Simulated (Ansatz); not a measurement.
GaNi (CsCl type, Pm-3m) at seven volumes, the program Ansatz at the r²SCAN level (PAW), scaled uniformly. One row is withheld.

```json
[
 {"V (Å³/atom)": "10.852", "P (GPa)": "20.73"},
 {"V (Å³/atom)": "11.210", "P (GPa)": "12.59"},
 {"V (Å³/atom)": "11.568", "P (GPa)": "5.75"},
 {"V (Å³/atom)": "11.925", "P (GPa)": "0.00"},
 {"V (Å³/atom)": "12.283", "P (GPa)": "-4.84"},
 {"V (Å³/atom)": "12.641", "P (GPa)": "?"},
 {"V (Å³/atom)": "12.999", "P (GPa)": "-12.30"}
]
```

Q: Fit the shown pressures and predict the withheld one.

A: Third-order Birch–Murnaghan: P = (3/2)B₀(x^(7/2) − x^(5/2))[1 + (3/4)(B′ − 4)(x − 1)] with x = (V₀/V)^(2/3). Least squares on the six rows gives V₀ = 11.925 Å³/atom, B₀ = 175.4 GPa, B′ = 4.78. At V = 12.641, x = 0.9619 and P = -8.90 GPa. The run itself gave -8.90 GPa.

A made-up cell: these elements were put on the sites of a structure type; the Crystallography Open Database files this formula in space group No. 221, but the cells were not matched. Its standing as an ambient phase is unchecked. The r²SCAN relaxation kept the symmetry of its start; whether a distortion lowers the energy is not shown. The workflow began spin-polarised and lost its moments.

Potentials: the earlier of the program's two PAW sets.
